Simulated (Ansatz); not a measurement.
Relaxed-ion elastic tensor of AlGaP₂ in space group P-4m2 (No. 115; Al on 1c, Ga on 1a, P on 2g) in GPa (Voigt order), PBEsol in the plane-wave PAW code Ansatz; density 3.24 g/cm³, 20.30 Å³ per atom.

```
 161  33.8  63.3   0.0   0.0   0.0
33.8   161  63.3   0.0   0.0   0.0
63.3  63.3   131   0.0   0.0   0.0
 0.0   0.0   0.0  62.6   0.0   0.0
 0.0   0.0   0.0   0.0  62.6   0.0
 0.0   0.0   0.0   0.0   0.0  33.7
```

Question: Is the crystal mechanically stable?

Answer: Yes: the smallest eigenvalue of C is 33.7 GPa.

Question: Work out the Voigt, Reuss and Hill averages.

Answer: K_V = 85.9, K_R = 85.9, K_H = 85.9; G_V = 51.2, G_R = 46.8, G_H = 49.0 GPa.

Question: Give Young's modulus, Poisson's ratio, Pugh's ratio and the universal anisotropy index.

Answer: E = 9KG/(3K + G) = 124 GPa; ν = 0.26; K/G = 1.75 (near the Pugh limit of 1.75, no verdict); A_U = 5G_V/G_R + K_V/K_R − 6 = 0.48.

Question: Estimate the sound speeds and the Debye temperature.

Answer: v_l = √((K + 4G/3)/ρ) = 6830 m/s, v_t = √(G/ρ) = 3890 m/s, mean 4320 m/s; Θ = (h/k)(3n/4πV)^(1/3) v_m = 471 K.

Question: How much does each axis shrink under pressure?

Answer: Linear compressibilities β_i = Σ_j S_ij (j = 1 to 3): x 3.9, y 3.9, z 3.9 per TPa.

The workflow started from a Materials Project entry (that database holds measured and hypothetical structures alike); the Crystallography Open Database copy checked does not list it. With Al and Ga taken as one species the cell has the higher symmetry F-43m, so it may be an ordered model of a mixed-site phase. Whether it is the stable phase at ambient conditions was not checked. The cell was relaxed with PBEsol under the symmetry of its start; its stability against distortions is not shown here. Scalar-relativistic: spin–orbit coupling is off unless named, which matters more the heavier the elements.

Potentials: the later of the program's two PAW sets.
